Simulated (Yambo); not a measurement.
# BeTe: sweep of GW parameters

G0W0@PBE for BeTe (zinc blende, space group F-43m, No. 216) in Yambo. Reference settings: 4×4×4 Γ-centred k mesh, bands 2 to 104 and a 10 Ry block in the screening, 104 bands in G with the Bruneval-Gonze terminator, plasmon pole fitted at 27.2 eV. The PBE gap Γ → X on this mesh is 2.03 eV; G0W0 gaps are taken between the same points.

| change from the reference | G0W0 gap Γ → X (eV) | shift of the valence edge (eV) | rough Yambo cost |
|---|---|---|---|
| reference settings | 3.40 | -1.30 | 1 |
| 37 bands in W, 37 bands in G | 3.37 | -1.04 | about 1/2 |
| 66 bands in W, 66 bands in G | 3.38 | -1.22 | within a factor of two |
| 37 bands in G | 3.40 | -1.26 | – |
| 66 bands in G | 3.40 | -1.30 | – |
| 46 bands in W | 3.37 | -1.14 | within a factor of two |
| 1 Ry block | 3.23 | -0.70 | within a factor of two |
| 4 Ry block | 3.25 | -1.12 | within a factor of two |
| 8 Ry block | 3.38 | -1.27 | within a factor of two |
| pole fitted at 15 eV | 3.36 | -1.18 | – |
| no random integration | 3.36 | -1.10 | – |
| 37 bands in G, no terminator | 3.26 | -0.84 | – |
| 66 bands in G, no terminator | 3.33 | -1.10 | – |
| no terminator | 3.37 | -1.22 | – |

The reference isn't shown to be the converged limit. Costs are rough (shared machines), scaled to the same edge states, and given only for runs that recompute the screening.

Spin-orbit coupling is left out, which matters for elements this heavy: edges can move by tenths of an eV.

The standard potential for Te keeps a d shell in the valence without the s and p states of that shell. In tests on such compounds this moved G0W0 gaps by up to about 0.9 eV, so absolute quasiparticle energies here are unreliable; differences between settings are what counts.

Geometry of the Materials Project entry, not relaxed at this level; primitive cell a = 4.0043 Å, b = 4.0043 Å, c = 4.0043 Å, α = 60.00°, β = 60.00°, γ = 60.00°.

A shift is the quasiparticle energy of the state minus its PBE energy.
